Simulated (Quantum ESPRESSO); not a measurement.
Ba₂ScNbO₆ has the cubic space group Fm-3m (No. 225), Pearson symbol cF40. Cell: a = 8.288 Å, b = 8.288 Å, c = 8.288 Å, α = 90.00°, β = 90.00°, γ = 90.00°. O on 24e has 1 Nb at 2.021 Å and 1 Sc at 2.123 Å and 4 Ba at 2.931 Å (octahedral). Sc on 4b sees 6 O at 2.123 Å (octahedral). Nb on 4a sees 6 O at 2.021 Å (octahedral). Ba on 8c is coordinated by 12 O at 2.931 Å (cuboctahedral). (Neighbours: up to the widest gap in distance over summed covalent radii, below 1.35, at either atom; cation-cation contacts left out.)
(The calculation used a cell of 10 atoms; values per cell refer to that cell.)

The geometry is that of Materials Project entry mp-1206644, symmetrised and not relaxed again.

Q: What does norm-conserving LDA (Quantum ESPRESSO, 84 Ry, no spin-orbit coupling) give for the electronic structure near the Fermi level?

A: The LDA gap is direct, 2.62 eV at Γ. Spin-orbit splittings are left out.

The structure is a Materials Project entry; no match was found in the copy of COD used, and its stability was not checked.
